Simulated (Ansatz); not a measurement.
BAs:
```xyz
8
Lattice="5.8567 0.0000 0.0000 0.0000 5.8567 0.0000 0.0000 0.0000 3.3715" Properties=species:S:1:pos:R:3 pbc="T T T"
B      1.8901     3.9666     0.0000
B      3.9666     1.8901     0.0000
B      4.8185     4.8185     1.6858
B      1.0382     1.0382     1.6858
As     1.8647     1.8647     0.0000
As     3.9920     3.9920     0.0000
As     1.0637     4.7930     1.6858
As     4.7930     1.0637     1.6858
```

Relaxed with r²SCAN. Special points in fractions of this cell's reciprocal vectors: Γ (0.000, 0.000, 0.000); X (0.000, 0.500, 0.000); M (0.500, 0.500, 0.000); Z (0.000, 0.000, 0.500); R (0.000, 0.500, 0.500); A (0.500, 0.500, 0.500).

**Question.** List the band energies nearest the valence-band maximum at these points for DFT-r²SCAN in the program Ansatz with PAW potentials.

**Answer.** In eV from the valence-band maximum; about four levels below and three above (degenerate sets whole), none deeper than 8.9 eV; points with the same levels are listed once.

| k | below | above |
|---|---|---|
| Γ | -0.75 -0.31 0.00 0.00 | 1.34 2.41 2.52 2.52 |
| X | -1.78 -1.78 -1.42 -1.42 | 2.25 2.25 3.29 3.29 |
| M | -2.68 -2.68 -2.34 -2.34 | 2.67 2.67 2.97 2.97 |
| Z | -3.71 -3.71 -3.67 -3.67 | 2.02 2.02 5.09 5.09 |
| R | -3.48 -3.48 -2.18 -2.18 | 1.71 1.71 3.94 3.94 |
| A | -3.00 -3.00 -2.90 -2.90 | 1.34 1.34 2.40 2.40 |

Space group P4_2/mnm. The start of the workflow was typed in or built on a structure type; neither database checked (COD, Materials Project) lists it. It is not the phase usual at ambient conditions (space group No. 216). Symmetry was held in the r²SCAN relaxation; whether a distortion lowers the energy is not shown. Spin–orbit coupling is left out wherever it is not named.

Potentials: the later of the program's two PAW sets.
